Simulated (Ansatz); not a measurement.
Consider the following.

Li$_{2}$Pd:
```cif
data_Li2Pd
_chemical_formula_sum 'Pd1 Li2'
_space_group_name_H-M_alt 'P6/mmm'
_space_group_IT_number 191
_space_group_name_Hall '-P 6 2'
_cell_length_a 4.19031
_cell_length_b 4.19031
_cell_length_c 2.67544
_cell_angle_alpha 90.000
_cell_angle_beta 90.000
_cell_angle_gamma 120.000
loop_
_atom_site_label
_atom_site_type_symbol
_atom_site_symmetry_multiplicity
_atom_site_Wyckoff_symbol
_atom_site_fract_x
_atom_site_fract_y
_atom_site_fract_z
_atom_site_occupancy
Pd1 Pd 1 a 0.00000 0.00000 0.00000 1
Li1 Li 2 d 0.33333 0.66667 0.50000 1
```

This is the PBEsol-relaxed structure.

Task: All from PBEsol in the plane-wave PAW code Ansatz, unless another level is named. Estimate the formation energy from the elements (no fitted shifts).

Result: -330 meV/atom.

Task: And the density of states at the Fermi level?

Result: 0.24 states/eV per atom (mean over ±0.08 eV).

Task: And the gap with spin–orbit coupling?

Result: none (metallic).

The workflow started from an entry of the Crystallography Open Database (COD). Whether it is the stable phase at ambient conditions was not checked. The cell was relaxed with PBEsol under the symmetry of its start. At this level the phase is dynamically unstable (imaginary phonons). The run is not spin-polarised. The references are the lowest solids computed at this level, not always the standard phases. Scalar-relativistic: spin–orbit coupling is off unless named, which matters more the heavier the elements.

Potentials: the later of the program's two PAW sets.
